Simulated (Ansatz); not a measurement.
Band table of Sb

```
CELL_PARAMETERS angstrom
0.00000 2.30500 2.32805
2.30500 0.00000 2.32805
2.30500 2.30500 0.00000
ATOMIC_POSITIONS crystal
Sb 0.00000 0.00000 0.00000
```

The geometry is COD entry 9013009, unchecked; take it as a test cell. The listed cell was then made from it by scaling, straining or moving an atom.

Spin–orbit coupling is left out, though it moves levels of the heavy atoms by tenths of an eV or more.

Theory: Ansatz 0.2.0, DFT, PBEsol, all-electron LAPW, scalar-relativistic.

Sampling and basis: a Γ-centred 14×14×14 k mesh, Fermi–Dirac smearing of 0.03 eV, basis error target 0.25 meV/atom, no spin polarisation.

Path points, in fractions of the reciprocal vectors: Γ (0.000, 0.000, 0.000), X (0.000, 0.500, 0.500), P (0.250, 0.750, 0.500), N (0.000, 0.500, 0.000), M (0.500, 0.500, 0.000), S (0.373, 0.627, 0.000), S0 (-0.373, 0.373, 0.000). Levels in eV from the Fermi level; bands 10 to 14, counted from the lowest band of the run. The gap is zero.

```
# k(1/Å) point b10 b11 b12 b13 b14
0.000 Γ -13.67 5.91 5.91 5.92 10.11
0.273 - -13.38 4.78 4.81 4.85 8.32
0.545 - -12.52 2.60 2.99 3.04 6.68
0.818 - -11.10 -0.26 1.52 1.59 5.51
1.090 - -9.18 -3.31 0.59 0.66 4.54
1.363 X -7.50 -5.40 0.27 0.35 4.17
1.498 - -7.48 -5.32 -0.11 0.04 4.66
1.633 - -7.41 -5.09 -0.93 -0.59 5.81
1.768 - -7.33 -4.71 -1.85 -1.19 7.27
1.903 - -7.25 -4.18 -2.73 -1.60 8.82
2.038 P -7.22 -3.52 -3.52 -1.74 9.77
2.230 - -7.61 -4.18 -2.83 -0.86 8.98
2.423 - -8.31 -5.11 -1.24 0.70 8.07
2.616 - -8.91 -5.82 0.77 2.31 7.63
2.809 - -9.29 -6.27 2.88 3.52 8.07
3.001 N -9.42 -6.42 3.91 4.09 8.94
3.237 - -10.40 -5.00 4.04 4.21 8.72
3.472 - -11.77 -2.35 4.42 4.55 8.61
3.707 - -12.82 0.77 4.99 5.07 8.76
3.943 - -13.46 4.00 5.61 5.63 9.18
4.178 Γ -13.67 5.91 5.91 5.92 10.11
4.448 - -13.39 4.83 4.83 4.85 8.34
4.718 - -12.54 2.55 3.09 3.09 6.73
4.988 - -11.15 -0.39 1.66 1.66 5.59
5.257 - -9.27 -3.44 0.75 0.75 4.67
5.527 M -7.65 -5.49 0.44 0.44 4.32
5.626 - -7.63 -5.45 0.03 0.48 4.47
5.724 - -7.60 -5.32 -0.86 0.60 4.60
5.822 - -7.55 -5.12 -1.84 0.79 4.76
5.920 - -7.54 -4.83 -2.73 1.06 4.98
6.019 S -7.63 -4.47 -3.43 1.40 5.25
6.348 - -8.61 -5.45 -0.96 2.47 6.25
6.678 - -9.32 -6.31 2.94 3.81 8.16
7.007 - -9.32 -6.31 2.94 3.81 8.16
7.337 - -8.61 -5.45 -0.96 2.47 6.25
7.666 S0 -7.63 -4.47 -3.43 1.40 5.25
7.953 - -8.94 -3.64 -2.97 2.74 6.42
8.240 - -10.86 -1.96 -0.87 4.39 8.14
8.528 - -12.40 0.65 1.71 5.69 10.03
8.815 - -13.35 3.77 4.46 5.97 9.23
9.102 Γ -13.67 5.91 5.91 5.92 10.11
```
